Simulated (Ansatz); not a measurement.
Consider the following.

Sb:
```cif
data_Sb
_chemical_formula_sum 'Sb1'
_space_group_name_H-M_alt 'P 1'
_space_group_IT_number 1
_cell_length_a 3.06063
_cell_length_b 3.06063
_cell_length_c 3.06063
_cell_angle_alpha 90.000
_cell_angle_beta 90.000
_cell_angle_gamma 90.000
loop_
_space_group_symop_operation_xyz
  'x, y, z'
loop_
_atom_site_label
_atom_site_type_symbol
_atom_site_fract_x
_atom_site_fract_y
_atom_site_fract_z
_atom_site_occupancy
Sb1 Sb 0.00000 0.00000 0.00000 1
```

This is the PBEsol-relaxed structure.

Problem. All from plane-wave PAW PBEsol (Ansatz code), unless another level is named. Give the electronic character.

Solution. metallic (no gap).

Problem. What about the density of states at the Fermi level?

Solution. 0.49 states/eV per atom (mean over ±0.08 eV).

Space group Pm-3m (simple cubic). The first step of the workflow began from a Materials Project structure, measured or hypothetical; the Crystallography Open Database files this formula in space group No. 221, but the cells were not matched. It is not the phase usual at ambient conditions (space group No. 166). Symmetry was held in the PBEsol relaxation; its stability against distortions is not shown here. Scalar-relativistic: spin–orbit coupling is off unless named, which matters more the heavier the elements.

Potentials: the later of the program's two PAW sets.
